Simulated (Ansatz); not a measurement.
## VMo3Se8 (P-6m2) at 2 levels of theory

One geometry, relaxed with PBE; plane waves with PAW potentials in Ansatz, scalar-relativistic. Collinear spin; the first row ends at 1.0 μB a primitive cell. Gaps are the least over mesh and band path; pressure is positive in compression.

```cif
data_structure
_symmetry_space_group_name_H-M 'P-6m2'
_symmetry_Int_Tables_number 187
_cell_length_a 3.3251
_cell_length_b 3.3251
_cell_length_c 29.8224
_cell_angle_alpha 90.000
_cell_angle_beta 90.000
_cell_angle_gamma 120.000
_cell_volume 285.55
loop_
_atom_site_label
_atom_site_type_symbol
_atom_site_symmetry_multiplicity
_atom_site_Wyckoff_symbol
_atom_site_fract_x
_atom_site_fract_y
_atom_site_fract_z
_atom_site_occupancy
V1 V 1 a 0.00000 0.00000 0.00000 1
Mo1 Mo 2 h 0.33333 0.66667 0.24699 1
Mo2 Mo 1 b 0.00000 0.00000 0.50000 1
Se1 Se 2 g 0.00000 0.00000 0.30291 1
Se2 Se 2 g 0.00000 0.00000 0.80892 1
Se3 Se 2 h 0.33333 0.66667 0.05372 1
Se4 Se 2 h 0.33333 0.66667 0.55591 1
```

```json
{"level": "PBE", "cutoff (eV)": "420", "k mesh": "12×12×2", "gap (eV)": "0.11", "pressure (GPa)": "0.0", "largest moment (μB)": "0.91"}
```

Task: What comes out on the same cell with r2SCAN?

Result:
```csv
level,cutoff (eV),k mesh,gap (eV),pressure (GPa),largest moment (μB)
r2SCAN,500,12×12×2,0.36,-1.2,1.06
```

The state reached may not be the lowest one. Moments started parallel, and an antiferromagnetic order may lie lower. The cell holds layers, chains or molecules and no dispersion correction was added, so their binding is poorly described.

The structure comes from a generated guess; another structure or a mixture of phases may lie lower.
